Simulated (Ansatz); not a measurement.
**Band table of AsRu (rocksalt type)**

```
CELL_PARAMETERS angstrom
0.00000 2.30516 2.30516
2.30516 0.00000 2.30516
2.30516 2.30516 0.00000
ATOMIC_POSITIONS crystal
Ru 0.00000 0.00000 0.00000
As 0.50000 0.50000 0.50000
```

The cell comes from a relaxation on PAW files under the same functional, begun from a prototype that needn't be the stable phase.

Level of theory: DFT with PBEsol, scalar-relativistic, in Ansatz 0.2.0; a Γ-centred 14×14×14 k mesh, Fermi–Dirac smearing of 0.1 eV, no spin polarisation. LAPW: all electrons, basis error target 1 meV/atom.

This run: volume at 0.78 of the series' base cell.

The structure type is held throughout; the real material can change phase at far lower pressure.

Path points, in fractions of the reciprocal vectors: Γ (0.000, 0.000, 0.000), X (0.500, 0.000, 0.500), U (0.625, 0.250, 0.625), K (0.375, 0.375, 0.750), L (0.500, 0.500, 0.500), W (0.500, 0.250, 0.750). The distance column jumps between branches of the path. Levels in eV from the Fermi level; bands 23 to 33, counted from the lowest band of the run. The gap is zero, the pressure 81.6 GPa.

```
# k(1/Å) point b23 b24 b25 b26 b27 b28 b29 b30 b31 b32 b33
0.000 Γ -16.29 -3.85 -3.85 -3.85 -3.27 -3.27 0.84 0.84 0.84 8.41 9.72
0.170 - -16.17 -3.95 -3.88 -3.88 -3.83 -3.23 0.97 0.97 1.27 8.58 10.17
0.341 - -15.83 -4.98 -4.22 -3.93 -3.93 -3.13 1.26 1.26 2.08 9.04 11.44
0.511 - -15.32 -6.14 -4.60 -3.93 -3.93 -2.97 1.49 1.49 2.86 9.64 11.56
0.681 - -14.73 -7.02 -5.00 -3.81 -3.81 -2.77 1.45 1.45 3.51 8.99 10.23
0.852 - -14.20 -7.44 -5.36 -3.54 -3.54 -2.57 1.03 1.03 3.91 6.81 10.71
1.022 - -13.88 -7.35 -5.65 -3.12 -3.12 -2.39 0.35 0.35 3.38 5.81 11.04
1.192 - -13.75 -6.98 -5.83 -2.61 -2.61 -2.26 -0.39 -0.39 2.20 5.88 11.23
1.363 X -13.72 -6.76 -5.89 -2.29 -2.29 -2.22 -0.79 -0.79 1.67 5.97 11.29
1.423 - -13.71 -6.76 -5.91 -2.72 -2.32 -1.77 -0.80 -0.78 1.67 6.04 11.27
1.483 - -13.68 -6.76 -5.96 -3.16 -2.38 -1.26 -0.82 -0.74 1.66 6.22 11.22
1.544 - -13.62 -6.77 -6.04 -3.57 -2.47 -0.86 -0.74 -0.67 1.64 6.51 11.14
1.604 - -13.55 -6.78 -6.18 -3.96 -2.54 -0.91 -0.58 -0.19 1.61 6.86 11.05
1.664 - -13.46 -6.78 -6.36 -4.32 -2.58 -0.98 -0.46 0.37 1.56 7.24 10.98
1.724 - -13.36 -6.78 -6.59 -4.65 -2.57 -1.06 -0.33 0.95 1.49 7.58 10.99
1.784 - -13.25 -6.86 -6.78 -4.95 -2.49 -1.15 -0.17 1.41 1.54 7.81 11.13
1.845 U -13.14 -7.15 -6.78 -5.22 -2.37 -1.25 0.00 1.32 2.14 7.89 11.45
2.679 K -13.14 -7.15 -6.78 -5.22 -2.37 -1.25 0.00 1.32 2.14 7.89 11.45
2.860 - -12.88 -7.96 -6.70 -5.84 -1.78 -1.63 0.57 1.00 3.99 7.44 11.21
3.041 - -12.99 -8.26 -6.51 -6.17 -2.06 -1.27 0.79 1.13 5.81 6.86 10.09
3.221 - -13.57 -7.83 -6.20 -6.19 -2.52 -1.37 0.90 1.55 6.89 7.14 9.38
3.402 - -14.37 -6.90 -5.92 -5.73 -2.95 -1.93 0.97 1.72 6.69 7.87 9.12
3.583 - -15.15 -5.77 -5.36 -5.16 -3.32 -2.56 0.87 1.59 4.94 9.12 9.51
3.763 - -15.76 -4.68 -4.57 -4.56 -3.61 -3.09 0.79 1.29 3.08 8.96 10.79
3.944 - -16.16 -4.05 -3.97 -3.79 -3.72 -3.33 0.81 0.98 1.53 8.59 10.19
4.125 Γ -16.29 -3.85 -3.85 -3.85 -3.27 -3.27 0.84 0.84 0.84 8.41 9.72
4.272 - -16.20 -4.02 -3.86 -3.86 -3.44 -3.44 0.68 1.20 1.20 8.53 10.04
4.420 - -15.94 -4.50 -4.23 -4.23 -3.46 -3.46 0.33 2.06 2.06 8.77 10.72
4.567 - -15.50 -5.27 -4.85 -4.85 -3.19 -3.19 -0.01 3.18 3.18 8.56 11.36
4.715 - -14.92 -6.23 -5.44 -5.44 -2.81 -2.81 -0.20 4.39 4.39 7.60 11.73
4.862 - -14.23 -7.27 -5.93 -5.93 -2.38 -2.38 -0.23 5.58 5.58 6.39 10.49
5.010 - -13.46 -8.31 -6.30 -6.30 -1.97 -1.97 -0.12 5.27 6.63 6.63 9.43
5.158 - -12.75 -9.19 -6.52 -6.52 -1.66 -1.66 0.04 4.47 7.45 7.45 8.63
5.305 L -12.40 -9.60 -6.60 -6.60 -1.55 -1.55 0.12 4.17 8.00 8.00 8.09
5.426 - -12.43 -9.53 -6.59 -6.56 -1.57 -1.55 0.08 4.26 7.02 7.14 8.96
5.546 - -12.50 -9.33 -6.58 -6.46 -1.61 -1.56 -0.02 4.41 5.93 6.53 9.70
5.666 - -12.61 -9.00 -6.57 -6.30 -1.62 -1.59 -0.16 4.15 4.81 6.61 10.24
5.787 - -12.74 -8.57 -6.58 -6.12 -1.63 -1.55 -0.29 3.51 3.69 7.31 10.62
5.907 - -12.86 -8.07 -6.60 -5.98 -1.64 -1.38 -0.37 2.59 2.79 8.28 10.85
6.028 - -12.96 -7.53 -6.63 -5.97 -1.52 -1.13 -0.43 1.57 2.12 9.37 11.00
6.148 - -13.03 -7.01 -6.66 -6.13 -1.21 -0.87 -0.51 0.72 1.61 10.45 11.07
6.269 W -13.05 -6.67 -6.67 -6.35 -0.79 -0.75 -0.75 0.34 1.41 11.10 11.10
6.354 - -13.08 -6.73 -6.59 -6.25 -0.91 -0.79 -0.65 0.30 1.43 10.87 11.25
6.439 - -13.17 -6.76 -6.49 -5.98 -1.12 -0.79 -0.61 0.18 1.47 10.04 10.77
6.524 - -13.28 -6.78 -6.38 -5.55 -1.37 -0.79 -0.62 -0.01 1.52 8.92 10.78
6.609 - -13.42 -6.78 -6.25 -5.00 -1.63 -0.79 -0.65 -0.27 1.58 7.93 10.88
6.695 - -13.54 -6.78 -6.12 -4.36 -1.89 -0.79 -0.70 -0.62 1.62 7.10 11.01
6.780 - -13.64 -6.77 -6.00 -3.67 -2.10 -1.07 -0.79 -0.75 1.65 6.48 11.15
6.865 - -13.70 -6.76 -5.92 -2.95 -2.24 -1.62 -0.79 -0.78 1.67 6.10 11.25
6.950 X -13.72 -6.76 -5.89 -2.29 -2.29 -2.22 -0.79 -0.79 1.67 5.97 11.29
```
